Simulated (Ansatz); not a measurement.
## CrB$_{4}$: pressure against volume

CrB$_{4}$, Immm, a = 2.849 Å, b = 4.732 Å, c = 5.460 Å. The structure is a COD entry; whether it is the stable form wasn't checked. Ansatz: r2SCAN, PAW, 500 eV, Γ-centred 14×14×14 mesh on 5 atoms, Gaussian smearing 0.10 eV; no spin polarisation. Shape and atoms are relaxed at each volume; pressure is positive in compression.

```
V (Å³/atom) P (GPa)
      6.477        ?
      6.698    31.49
      6.919    19.41
      7.140     8.99
      7.361     0.00
      7.582    -7.77
      7.802   -14.48
      8.097   -22.03
```

Take V0 = 7.361 Å³/atom, fit the third-order Birch–Murnaghan form to the other rows, and predict the missing pressure.

With the Eulerian strain f = ½[(V0/V)^(2/3) − 1] and y = P/[3f(1 + 2f)^(5/2)], the form is the line y = B0 + 1.5 B0 (B0′ − 4) f. Rows (f, y): 0.03247, 276.2; 0.02107, 277.0; 0.01026, 277.6; -0.00976, 278.8; -0.01902, 279.6; -0.03078, 279.6. Means f = 0.0007067, y = 278.13; Σ(Δf)² = 0.003005, ΣΔfΔy = -0.1717; the slope is their ratio. y = 278.2 − 57.13 f GPa, so B0 = 278.2 GPa and B0′ = 4 + 2 × (-57.13)/(3 × 278.2) = 3.86. At V = 6.477, f = 0.04452, y = 275.66 and P = 45.57 GPa. The run gave 45.51 GPa, so the fit is 0.06 GPa too high, a small miss on the scale of the series.